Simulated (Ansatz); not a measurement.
**Clamped-ion strain scan in Cu**

All numbers below come from DFT r2SCAN, scalar-relativistic, plane waves, PAW in Ansatz 0.2.0. Settings: plane waves to 500 eV, k-mesh 24×24×12 (Γ-centred), Gaussian smearing 0.15 eV. No spin polarisation. Energies are free energies at this smearing, counted from the undisturbed cell; pressure is positive in compression.

The undisturbed cell (as given, not relaxed at this level; it stands at 0.2 GPa; this form isn't the usual structure):

```
Cu
1.0
     2.53410    0.00000    0.00000
    -1.26705    2.19459    0.00000
     0.00000    0.00000    4.11257
Cu
2
Direct
  0.33333 0.66667 0.25000
  0.66667 0.33333 0.75000
```

The cell is strained by ε times the Voigt pattern (1, 1, 0, 0, 0, 0) (xx, yy, zz, yz, xz, xy; engineering shear) with fractional coordinates fixed. The cell is metallic on the mesh throughout.

```tsv
ε	ΔE (meV/atom)	stress summed along the pattern (GPa, tension positive)	pressure (GPa)
-0.1500	1120.9	-330.13	130.3
-0.1125	533.6	-186.57	75.4
-0.0750	201.6	-94.75	39.2
-0.0375	42.2	-36.14	15.5
0.0000	0.0	0.84	0.2
0.0375	35.8	23.29	-9.4
0.0750	121.3	35.74	-15.3
0.1125	236.5	42.16	-18.7
0.1312	301.1	43.99	-19.7
0.1500	369.4	45.14	-20.5
```